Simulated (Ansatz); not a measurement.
SiGe3:
```xyz
4
Lattice="-1.8878 1.8878 5.0320 1.8878 -1.8878 5.0320 1.8878 1.8878 -5.0320" Properties=species:S:1:pos:R:3 pbc="T T T"
Si     0.0000     0.0000     0.0000
Ge     0.0000     1.8878     2.5160
Ge     1.8878     0.0000     2.5160
Ge     0.0000     0.0000     5.0320
```

Relaxed with r²SCAN+D4. Special points in fractions of this cell's reciprocal vectors: Γ (0.000, 0.000, 0.000); X (0.000, 0.000, 0.500); P (0.250, 0.250, 0.250); N (0.000, 0.500, 0.000); M (0.500, 0.500, -0.500); S (0.285, 0.715, -0.285); S0 (-0.285, 0.285, 0.285); R (-0.070, 0.070, 0.500); G (0.500, 0.500, -0.070).

Question: List the band energies nearest the Fermi level at these points for r²SCAN+D4 with spin–orbit coupling (plane waves, PAW; program Ansatz).

Answer: In eV from the Fermi level; about four levels below and three above (degenerate sets whole), none deeper than 8.9 eV; points with the same levels are listed once.

```
k                    below                above
-  -----------------------  -------------------
Γ  -2.13 -2.13 -2.07 -2.07  1.15 1.15 1.42 1.42
X  -0.85 -0.85 -0.70 -0.70  3.73 3.73 3.83 3.83
P  -4.91 -4.91 -4.71 -4.71  1.33 1.33 1.35 1.35
N  -0.40 -0.40 -0.26 -0.26  1.31 1.31 1.44 1.44
M  -2.83 -2.83 -0.02 -0.02  0.03 0.03 0.36 0.36
S  -2.66 -2.66 -1.44 -1.44  0.25 0.25 1.12 1.12
R  -0.74 -0.74 -0.60 -0.60  3.34 3.34 3.45 3.45
```

Space group I4/mmm. The workflow started from a Materials Project entry (that database holds measured and hypothetical structures alike); the Crystallography Open Database copy checked does not list it. Its standing as an ambient phase is unchecked. Symmetry was held in the r²SCAN+D4 relaxation; its stability against distortions is not shown here. Its formation energy is positive at this level, so the cell may be metastable or incomplete.

Potentials: the later of the program's two PAW sets.
